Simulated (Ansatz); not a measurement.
Q: LiF (zinc blende, space group No. 216) is relaxed with PBE (plane waves, PAW; program Ansatz). What lattice parameters of the conventional cell result?

A: a = 4.365 Å.

Q: Is it a metal or does it have a gap at this level?

A: A gap of 7.65 eV, direct.

Space group F-43m (zinc blende). The start of the workflow was typed in or built on a structure type; neither database checked (COD, Materials Project) lists it. It is not the phase usual at ambient conditions (space group No. 225). The PBE relaxation kept the symmetry of its start; whether a distortion lowers the energy is not shown.

Potentials: the later of the program's two PAW sets.
